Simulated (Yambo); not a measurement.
**Optical response of CsBr**

```
CsBr
1.0
    4.23923     0.00000     0.00000
    0.00000     4.23923     0.00000
    0.00000     0.00000     4.23923
Br Cs
1 1
Direct
  0.50000   0.50000   0.50000
  0.00000   0.00000   0.00000
```

Yambo, RPA with local fields on PBEsol bands; 4×4×4 mesh, 110 bands, 4 Ry local-field block, 0.2 eV broadening; field along x.

```
E (eV)  Im ε  Re ε  Im ε, independent particles
------  ----  ----  ---------------------------
0.0     0.00  3.01                         0.00
0.6     0.01  3.02                         0.01
1.2     0.02  3.06                         0.02
1.9     0.03  3.13                         0.04
2.5     0.04  3.24                         0.06
3.1     0.07  3.41                         0.09
3.8     0.15  3.71                         0.19
4.4     0.59  3.79                         0.70
5.0     0.70  4.36                         0.96
5.6     1.45  4.84                         2.15
6.2     3.91  3.82                         5.11
6.9     3.17  2.59                         4.04
7.5     2.85  2.76                         3.91
8.1     3.60  1.95                         4.85
8.8     2.79  0.55                         2.74
9.4     1.56  0.37                         1.67
10.0    1.53  0.64                         1.63
10.6    1.15  1.29                         1.66
11.2    1.29  1.41                         2.21
11.9    1.49  1.48                         3.01
12.5    1.61  1.59                         3.26
13.1    2.29  1.30                         3.78
13.8    1.93  0.62                         3.30
14.4    1.76  0.51                         2.65
15.0    1.55  0.11                         2.16
15.6    1.08  0.62                         1.72
16.2    1.09  0.52                         1.36
16.9    1.37  0.45                         1.10
17.5    0.85  0.40                         0.96
18.1    1.05  0.67                         1.21
18.8    0.97  0.23                         0.66
19.4    0.83  0.40                         0.81
20.0    0.97  0.43                         0.50
```

Structure narrower than a few tenths of an eV can come from the finite k mesh. Convergence of the RPA response with its 4×4×4 mesh was not tested. No excitonic effects at this level.

Spin-orbit coupling is included.

Geometry relaxed with PBEsol.
